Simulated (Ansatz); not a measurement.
Values for one crystal, relaxed and computed with r²SCAN in the plane-wave PAW code Ansatz; other levels are named.

| Item | Value |
|---|---|
| Volume per atom | 9.43 Å³ |
| Electronic character | metallic (no gap) |
| Density of states at the Fermi level | 0.17 states/eV per atom (mean over ±0.08 eV) |
| Bulk modulus (Birch–Murnaghan fit) | 1910 kbar |
| Formation energy from the elements (no fitted shifts) | -2.58 eV/atom |
| Pressure derivative B′ | 4.3 |

Task: Pick the material that matches.
A) YTaN3, R3c (Y on 6a, Ta on 6a, N on 18b)
B) YN, CsCl type
C) Mg3TiNO3, P4/mmm (Pearson symbol tP8)
D) Hf2SiN, P6_3/mmc (Si on 2d, Hf on 4f, N on 2a)

Result: C, Mg3TiNO3, P4/mmm (Pearson symbol tP8)

The start of the workflow was typed in or built on a structure type; neither database checked (COD, Materials Project) lists it. Whether it is the stable phase at ambient conditions was not checked. The r²SCAN relaxation kept the symmetry of its start; its stability against distortions is not shown here. The workflow began spin-polarised and lost its moments. The cell computed holds one magnetic atom, so no antiferromagnetic order was within reach. The compound may be a true metal, but semilocal functionals without U, or a wrong spin order, can also close a gap. The references are the lowest solids computed at this level, not always the standard phases (solids in place of the gases).

Potentials: the earlier of the program's two PAW sets.
